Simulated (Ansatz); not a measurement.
Space group P6_3/mmc (No. 194). a = 3.810 Å, b = 3.810 Å, c = 12.522 Å, α = 90.00°, β = 90.00°, γ = 120.00°
```
atom site symmetry x y z
  Si    4e       3m.  0.0000  0.0000  0.4068
  Si    4f       3m.  0.3333  0.6667  0.3441
```

Equation of state of this Si structure (not necessarily the ground state), with shape and atoms relaxed at each volume where symmetry leaves them free. These are results of Ansatz, DFT LDA, scalar-relativistic, plane waves, PAW, not measurements.

Settings: cutoff 420 eV, Γ-centred mesh 12×12×4 on the computed 8-atom cell, Gaussian smearing of 0.02 eV; no spin polarisation.

```
V (Å³/atom) E − E(largest V) (meV/atom) P (GPa) gap on mesh (eV)
     18.497                         4.45     6.80              0.30
     19.088                       -13.67     3.13              0.37
     19.678                       -19.28     0.00              0.43
     20.268                       -14.20    -2.68              0.48
     20.859                         0.00    -4.97              0.53
```

Task: Fit a third-order Birch–Murnaghan equation to E(V).

Result: V0 = 19.68 Å³/atom, B0 = 96 GPa, B0' = 4.2.

The gaps are read on the mesh, which can miss the band edges, so they can be too wide.

This form isn't the element's structure at ambient conditions.

Cost: 5 runs of about 7.9 core-minutes in all, on Intel Xeon Processor @ 2.50GHz (Skylake/Cascade Lake) (shared hosts).